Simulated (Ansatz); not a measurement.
Theory: DFT PBE, scalar-relativistic, plane waves, PAW in Ansatz. All cells share a 420 eV cutoff and Γ-centred k meshes spaced at most about 0.3 Å⁻¹ (about 0.25 or finer for metals, 2π included). Collinear spin in cells that started with moments and kept them past the coarse steps, no spin elsewhere.

These are static total energies at zero pressure. All come from trial cells, and lower structures may exist.

Problem. These unrelaxed guesses for Si₂NF₂ are each relaxed within their symmetry. Order them by the energy at which they end, lowest first.
1.

Space group I4/mmm (No. 139). a = 3.698 Å, b = 3.698 Å, c = 9.077 Å, α = 90.00°, β = 90.00°, γ = 90.00°
| atom | site | symmetry | x | y | z |
| --- | --- | --- | --- | --- | --- |
| Si | 4e | 4mm | 0.5000 | 0.5000 | 0.1235 |
| N | 2a | 4/mmm | 0.0000 | 0.0000 | 0.0000 |
| F | 4d | -4m2 | 0.5000 | 0.0000 | 0.2500 |

2.

Space group P-3m1 (No. 164). a = 3.198 Å, b = 3.198 Å, c = 7.807 Å, α = 90.00°, β = 90.00°, γ = 120.00°
```tsv
atom	site	symmetry	x	y	z
Si	2d	3m.	0.3333	0.6667	0.3453
N	1b	-3m.	0.0000	0.0000	0.5000
F	2d	3m.	0.3333	0.6667	0.8444
```

3.

Space group I4/mmm (No. 139). a = 3.620 Å, b = 3.620 Å, c = 9.107 Å, α = 90.00°, β = 90.00°, γ = 90.00°
```csv
atom,site,symmetry,x,y,z
Si,4d,-4m2,0.5000,0.0000,0.2500
N,2a,4/mmm,0.0000,0.0000,0.0000
F,4e,4mm,0.5000,0.5000,0.1276
```

Solution. 2 (ends in P-3m1, 0 meV/atom), 1 (ends in I4/mmm, 0.50 eV/atom), 3 (ends in I4/mmm, 0.91 eV/atom).

Weakly bound directions are ill-defined at this level, which has no dispersion term (P-3m1), and this can change margins and order among such cells. In P-3m1, I4/mmm at 11.1 Å³/atom an odd number of electrons in the primitive cell allows no gap without spin; a larger cell or a magnetic state could open one. A magnetic state wasn't ruled out in cells without spin, among them I4/mmm at 11.1 Å³/atom. The magnetic state reached may not be the lowest. Cells relaxed within their symmetry can be saddle points. Some structure types and database cells were kept out of the candidates from the start, so a known form may be missing.
